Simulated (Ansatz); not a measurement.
Electric field gradients in TiAl₂

The calculation used Ansatz 0.2.0, DFT LDA, scalar-relativistic, plane waves, PAW. Plane waves to 420 eV; Γ-centred k mesh 12×12×12; Fermi-Dirac smearing of 0.15 eV. No spin polarisation.

Relaxed structure:
```xyz
12
Lattice="-1.9483 1.9483 11.9634 1.9483 -1.9483 11.9634 1.9483 1.9483 -11.9634" Properties=species:S:1:pos:R:3 pbc="T T T"
Ti    0.0000    1.9483    4.1174
Ti    0.0000    0.0000   22.0625
Ti    0.0000    1.9483    7.8460
Ti    0.0000    0.0000    1.8643
Al    0.0000    0.0000    9.8922
Al    0.0000    0.0000    5.9846
Al    0.0000    0.0000   17.9423
Al    1.9483    0.0000    8.0529
Al    1.9483    0.0000    3.9105
Al    1.9483    0.0000   11.9606
Al    1.9483    0.0000    0.0029
Al    0.0000    0.0000   14.0346
```

In a metal these results depend on the k mesh and the smearing.

Give V_zz (10²¹ V/m²) and the asymmetry η at each distinct site.

## Answers

| atom | V_zz | η |
| --- | --- | --- |
| Ti (atom 1) | -1.67 | 0.75 |
| Al (atom 5) | 1.71 | 0.89 |
| Al (atom 6) | 2.63 | 0.45 |

Whether TiAl2 exists in this form wasn't checked.

Cost: 1 run of about 3.7 core-minutes, on Intel Xeon Processor @ 2.50GHz (Skylake/Cascade Lake) (shared hosts).